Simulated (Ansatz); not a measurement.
SrGe₂Ir₂ in space group I4/mmm (No. 139; Sr on 2a, Ge on 4e, Ir on 4d), PBE (plane waves, PAW; program Ansatz), all energies at zero smearing, with the estimated change up to a 700 eV cutoff added, with one set of potentials and settings (totals compare only within such a set). Cell of 5 atoms (1 Sr, 2 Ge, 2 Ir): -36007.986 eV.

```json
[
 {"element": "Sr", "reference phase": "C2/m, 3 atoms in the cell", "E (eV/atom)": "-3544.2201"},
 {"element": "Ge", "reference phase": "Fd-3m, 2 atoms in the cell", "E (eV/atom)": "-4294.9847"},
 {"element": "Ir", "reference phase": "Fm-3m, 1 atoms in the cell", "E (eV/atom)": "-11935.3137"}
]
```

Formation energy per atom, worked out: (-36007.986 − 1×(-3544.2201) − 2×(-4294.9847) − 2×(-11935.3137))/5 = -0.634 eV/atom (-61 kJ per mol of atoms), at 0 K, without zero-point energy or fitted corrections.

The first step of the workflow began from a Materials Project structure, measured or hypothetical; the Crystallography Open Database copy checked does not list it. Its standing as an ambient phase is unchecked. Symmetry was held in the PBE relaxation; its stability against distortions is not shown here. No spin polarisation was allowed. The references are the lowest solids computed at this level, not always the standard phases. Scalar-relativistic: spin–orbit coupling is off unless named, which matters more the heavier the elements.

Potentials: the later of the program's two PAW sets.
